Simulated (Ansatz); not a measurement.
Ga2PN:
```
CELL_PARAMETERS angstrom
      3.51446     0.00000     0.00000
     -1.75723     3.04361     0.00000
      0.00000     0.00000     5.83350
ATOMIC_POSITIONS crystal
  Ga 0.00000 0.00000 0.46773
  Ga 0.66667 0.33333 0.03791
  P  0.00000 0.00000 0.87092
  N  0.66667 0.33333 0.37344
```

Relaxed with r²SCAN.

Q: Map the electron localisation function on the plane through (0.000, 0.000, 0.468) spanned by u = [0, 0, 1] and v = [1, -1, 0] in lattice vectors, from DFT-r²SCAN in the program Ansatz with PAW potentials.

A: x is the fraction of u, y of v (the angle between them is 90°; rows are the nearest grid lines); atoms in the plane: Ga at (0.00, 0.00), Ga at (0.57, 0.67), P at (0.40, 0.00), N at (0.91, 0.67).
```
|900135899610001465431111221009|
|101235899710002566431111222101|
|122235788877788887531112222211|
|222224677788999876432123333322|
|332223456788887654322234566543|
|875211112345433222222357888888|
|876311011233332111122368876788|
|886410001122221001012378752368|
|886421001122221026012478731168|
|876310001122222111122368876788|
|875210001122322222222357777888|
|753210001122332222222345677777|
|321100001111223222221112334443|
|111100001111122222111111112221|
|111000000111111111110000111111|
|000000000000001100000000000000|
|000000000011111111000000000000|
|111100111111111111110000001111|
|111111122233443322111000111111|
|222233566667777764321111112222|
|222234677777778775421111122222|
|122235788765567776421111222221|
|101235899710002566431111222101|
|900135899610001465431111221009|
```
Scale: ten equal steps from -0.072 (start of '0') to 0.997 (end of '9'), in the order '0123456789'; x runs from 0.000 to 1.00, y from 0.000 (bottom) to 1.00 (top).

The density is the valence pseudo-density with augmentation charge, so density and ELF within about 1 Å of a nucleus are not all-electron values.

Space group P3m1. The start of the workflow was typed in or built on a structure type; neither database checked (COD, Materials Project) lists it. Its standing as an ambient phase is unchecked. The cell was relaxed with r²SCAN under the symmetry of its start; its stability against distortions is not shown here.

Potentials: the later of the program's two PAW sets.
